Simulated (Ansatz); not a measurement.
Input, command and steps of an Ansatz relaxation.

```yaml
crystal:
  lattice:
    - [-3.2918787595, 3.2918787595, 2.5965750962]
    - [3.2918787595, -3.2918787595, 2.5965750962]
    - [3.2918787595, 3.2918787595, -2.5965750962]
  atoms:
    - { symbol: Hf, position: [0.843102642, 0.656897358, 0.5] }
    - { symbol: Hf, position: [0.343102642, 0.843102642, 0.1862052839] }
    - { symbol: Hf, position: [0.156897358, 0.343102642, 0.5] }
    - { symbol: Hf, position: [0.656897358, 0.156897358, 0.8137947161] }
    - { symbol: Si, position: [0.75, 0.75, 0.0] }
    - { symbol: Si, position: [0.25, 0.25, 0.0] }
basis:
  ecutwfc: 420
kpoints:
  mp_grid: { grid: [10, 10, 10] }
hamiltonian:
  xc: pbesol
scf:
  occupations: { method: gaussian, width: 0.1 }
output:
  forces: true
  stress: true
  eigenvalues: true
relax:
  adjacent_minimum: "off"
  f_tol: 0.005
  max_steps: 50
  cell: { stress_tol: 0.05 }
```

```bash
ansatz run input.yaml --threads 1 --pin off --max-ram 2560MiB --backend cpu --events-out ev --progress --plain --runs-dir out
```

All numbers below come from Ansatz 0.2.0, DFT PBEsol, scalar-relativistic, plane waves, PAW.

Of 5 frames 5 are shown, positions in Å and forces in eV/Å; the SCF threshold varies from step to step. Steps run on the plane waves of an earlier cell, with a Pulay correction in the pressure. The basis is chosen afresh for the last frame, the zero of the energies, and at times for earlier ones too; energy and pressure step there, also at an unchanged geometry. The mark taken_back stands on steps that the optimiser undid.

```xyz
6
Lattice="-3.2919 3.2919 2.5966 3.2919 -3.2919 2.5966 3.2919 3.2919 -2.5966" Properties=species:S:1:pos:R:3:forces:R:3 pbc="T T T" step=1 free_energy_over_end_meV_per_atom=8.47 pressure_GPa=-4.47
Hf    1.0330    2.2589    2.5966   -0.0063    0.0063    0.0000
Hf    2.2589   -1.0330    2.5966    0.0063    0.0063    0.0000
Hf    2.2589    1.0330    0.0000    0.0063   -0.0063    0.0000
Hf    1.0330    4.3249    0.0000   -0.0063   -0.0063    0.0000
Si    0.0000    0.0000    3.8949    0.0000    0.0000    0.0000
Si    0.0000    0.0000    1.2983    0.0000    0.0000    0.0000
6
Lattice="-3.1822 3.1822 2.5355 3.1822 -3.1822 2.5355 3.1822 3.1822 -2.5355" Properties=species:S:1:pos:R:3:forces:R:3 pbc="T T T" step=2 free_energy_over_end_meV_per_atom=35.66 pressure_GPa=9.74 taken_back
Hf    0.9773    2.2049    2.5355    0.3714   -0.3714    0.0000
Hf    2.2049   -0.9773    2.5355   -0.3714   -0.3714    0.0000
Hf    2.2049    0.9773    0.0000   -0.3714    0.3714    0.0000
Hf    0.9773    4.1594    0.0000    0.3714    0.3714    0.0000
Si    0.0000    0.0000    3.8033    0.0000    0.0000    0.0000
Si    0.0000    0.0000    1.2678    0.0000    0.0000    0.0000
6
Lattice="-3.2570 3.2570 2.5752 3.2570 -3.2570 2.5752 3.2570 3.2570 -2.5752" Properties=species:S:1:pos:R:3:forces:R:3 pbc="T T T" step=3 free_energy_over_end_meV_per_atom=-0.07 pressure_GPa=-0.35
Hf    1.0217    2.2352    2.5752   -0.0094    0.0094    0.0000
Hf    2.2352   -1.0217    2.5752    0.0094    0.0094    0.0000
Hf    2.2352    1.0217    0.0000    0.0094   -0.0094    0.0000
Hf    1.0217    4.2787    0.0000   -0.0094   -0.0094    0.0000
Si    0.0000    0.0000    3.8628    0.0000    0.0000    0.0000
Si    0.0000    0.0000    1.2876    0.0000    0.0000    0.0000
6
Lattice="-3.2555 3.2555 2.5715 3.2555 -3.2555 2.5715 3.2555 3.2555 -2.5715" Properties=species:S:1:pos:R:3:forces:R:3 pbc="T T T" step=4 free_energy_over_end_meV_per_atom=-0.14 pressure_GPa=-0.01
Hf    1.0205    2.2350    2.5715    0.0014   -0.0014    0.0000
Hf    2.2350   -1.0205    2.5715   -0.0014   -0.0014    0.0000
Hf    2.2350    1.0205    0.0000   -0.0014    0.0014    0.0000
Hf    1.0205    4.2760    0.0000    0.0014    0.0014    0.0000
Si    0.0000    0.0000    3.8572    0.0000    0.0000    0.0000
Si    0.0000    0.0000    1.2857    0.0000    0.0000    0.0000
6
Lattice="-3.2555 3.2555 2.5715 3.2555 -3.2555 2.5715 3.2555 3.2555 -2.5715" Properties=species:S:1:pos:R:3:forces:R:3 pbc="T T T" step=5 free_energy_over_end_meV_per_atom=0.00 pressure_GPa=-0.01
Hf    1.0205    2.2350    2.5715    0.0016   -0.0016    0.0000
Hf    2.2350   -1.0205    2.5715   -0.0016   -0.0016    0.0000
Hf    2.2350    1.0205    0.0000   -0.0016    0.0016    0.0000
Hf    1.0205    4.2760    0.0000    0.0016    0.0016    0.0000
Si    0.0000    0.0000    3.8572    0.0000    0.0000    0.0000
Si    0.0000    0.0000    1.2857    0.0000    0.0000    0.0000
```

Time: 2.7 min on 1 thread of AMD EPYC 7R13 Processor (Zen 3), on a shared host, peak memory 0.85 GiB.

Spin–orbit coupling is left out, which can shift energies with elements as heavy as these.